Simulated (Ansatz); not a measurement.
A relaxation computed with Ansatz, from input to last step.

```yaml
crystal:
  lattice:
    - [4.5636895341, 0.0, 0.0]
    - [0.0, 4.5636895341, 0.0]
    - [0.0, 0.0, 4.5636895341]
  atoms:
    - { symbol: Be, position: [0.8458251498, 0.8458251498, 0.8458251498] }
    - { symbol: Be, position: [0.6541748502, 0.1541748502, 0.3458251498] }
    - { symbol: Be, position: [0.3458251498, 0.6541748502, 0.1541748502] }
    - { symbol: Be, position: [0.1541748502, 0.3458251498, 0.6541748502] }
    - { symbol: Au, position: [0.1531525063, 0.1531525063, 0.1531525063] }
    - { symbol: Au, position: [0.3468474937, 0.8468474937, 0.6531525063] }
    - { symbol: Au, position: [0.6531525063, 0.3468474937, 0.8468474937] }
    - { symbol: Au, position: [0.8468474937, 0.6531525063, 0.3468474937] }
basis:
  ecutwfc: 420
kpoints:
  mp_grid: { grid: [8, 8, 8] }
hamiltonian:
  xc: pbesol
scf:
  occupations: { method: gaussian, width: 0.1 }
output:
  forces: true
  stress: true
  eigenvalues: true
relax:
  adjacent_minimum: "off"
  f_tol: 0.01
  max_steps: 30
```

```bash
ansatz run input.yaml --threads 2 --pin off --max-ram 5120MiB --backend cpu --events-out ev --progress --plain --runs-dir out
```

All numbers below come from DFT PBEsol, scalar-relativistic, plane waves, PAW in Ansatz 0.2.0.

The volume is held at 0.94 times that of the relaxed cell.

Of 3 frames 3 are shown, positions in Å and forces in eV/Å; the SCF threshold varies from step to step.

```xyz
8
Lattice="4.5637 0.0000 0.0000 0.0000 4.5637 0.0000 0.0000 0.0000 4.5637" Properties=species:S:1:pos:R:3:forces:R:3 pbc="T T T" step=1 free_energy_over_end_meV_per_atom=0.11
Be    3.8601    3.8601    3.8601    0.0065    0.0065    0.0065
Be    2.9855    0.7036    1.5782   -0.0065   -0.0065    0.0065
Be    1.5782    2.9855    0.7036    0.0065   -0.0065   -0.0065
Be    0.7036    1.5782    2.9855   -0.0065    0.0065   -0.0065
Au    0.6989    0.6989    0.6989    0.0274    0.0274    0.0274
Au    1.5829    3.8647    2.9808   -0.0274   -0.0274    0.0274
Au    2.9808    1.5829    3.8647    0.0274   -0.0274   -0.0274
Au    3.8647    2.9808    1.5829   -0.0274    0.0274   -0.0274
8
Lattice="4.5637 0.0000 0.0000 0.0000 4.5637 0.0000 0.0000 0.0000 4.5637" Properties=species:S:1:pos:R:3:forces:R:3 pbc="T T T" step=2 free_energy_over_end_meV_per_atom=0.03
Be    3.8604    3.8604    3.8604    0.0047    0.0047    0.0047
Be    2.9851    0.7033    1.5786   -0.0047   -0.0047    0.0047
Be    1.5786    2.9851    0.7033    0.0047   -0.0047   -0.0047
Be    0.7033    1.5786    2.9851   -0.0047    0.0047   -0.0047
Au    0.7014    0.7014    0.7014    0.0144    0.0144    0.0144
Au    1.5804    3.8623    2.9833   -0.0144   -0.0144    0.0144
Au    2.9833    1.5804    3.8623    0.0144   -0.0144   -0.0144
Au    3.8623    2.9833    1.5804   -0.0144    0.0144   -0.0144
8
Lattice="4.5637 0.0000 0.0000 0.0000 4.5637 0.0000 0.0000 0.0000 4.5637" Properties=species:S:1:pos:R:3:forces:R:3 pbc="T T T" step=3 free_energy_over_end_meV_per_atom=0.00
Be    3.8614    3.8614    3.8614   -0.0021   -0.0021   -0.0021
Be    2.9841    0.7023    1.5796    0.0021    0.0021   -0.0021
Be    1.5796    2.9841    0.7023   -0.0021    0.0021    0.0021
Be    0.7023    1.5796    2.9841    0.0021   -0.0021    0.0021
Au    0.7042    0.7042    0.7042    0.0002    0.0002    0.0002
Au    1.5777    3.8595    2.9860   -0.0002   -0.0002    0.0002
Au    2.9860    1.5777    3.8595    0.0002   -0.0002   -0.0002
Au    3.8595    2.9860    1.5777   -0.0002    0.0002   -0.0002
```

It took 30 s on 2 threads of Arm Neoverse V1, on a shared host, peak memory 0.44 GiB.

Spin–orbit coupling is left out, which can shift energies with elements as heavy as these.